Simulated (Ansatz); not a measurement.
## Relaxing a structure of Pb

The start is a generated cell, Pb placed in the beta-W structure type. A full variable-cell relaxation at zero pressure is run with PBE (plane waves to 420 eV, PAW, scalar-relativistic; Ansatz, a program for electronic structure). First-step values are on the input's coarse k-mesh.

Ansatz input (later rounds restart from its end on a renewed k-mesh):
Ansatz 0.2 input:
```yaml
crystal:
  lattice:
    - [6.277912, 0, 0]
    - [0, 6.277912, 0]
    - [0, 0, 6.277912]
  atoms:
    - { symbol: Pb, position: [0.25, 0, 0.5] }
    - { symbol: Pb, position: [0.75, 0, 0.5] }
    - { symbol: Pb, position: [0, 0.5, 0.25] }
    - { symbol: Pb, position: [0, 0.5, 0.75] }
    - { symbol: Pb, position: [0.5, 0.25, 0] }
    - { symbol: Pb, position: [0.5, 0.75, 0] }
    - { symbol: Pb, position: [0, 0, 0] }
    - { symbol: Pb, position: [0.5, 0.5, 0.5] }
basis: { ecutwfc: 420, ecutrho_ratio: 4, xc_grid: 2, fft_grid_basis: typed }
kpoints: { mp_grid: { grid: [5, 5, 5] } }
hamiltonian:
  xc: pbe
  dispersion: none
  pseudopotentials: { azcp: { folder: ./paw }, kind: paw }
scf: { occupations: { method: fermi_dirac, width: 0.05 } }
relax: { f_tol: 0.01, max_steps: 100, cell: { stress_tol: 0.02 } }
output: { forces: true, stress: true }
```

```yaml
outcome: The space group stays Pm-3n (No. 223) (the run could not lower it), with 8 atoms in the primitive cell
volume_change: +6.0 %, from 30.93 to 32.79 Å³/atom
Shortest distances (start → end): "The closest pairs of elements (up to four, under 3.6 Å), start → end: Pb–Pb 3.14 → 3.20 Å"
band_gap_at_the_end: no gap (metallic)
optimiser_moves: 4
```

Final values are on a 8×8×8 k-mesh of the relaxed cell. No spin polarisation in the result.

The run could not lose the symmetry of its start, so the end can be a saddle point.

All atoms sit on sites fixed by symmetry, so only the cell could relax.

The relaxed structure here is a generated cell of Pb: the first start was made by placing the elements on the sites of a structure type, and the end was not matched to a known phase here, so it may be hypothetical. Known forms of Pb include space group No. 225.
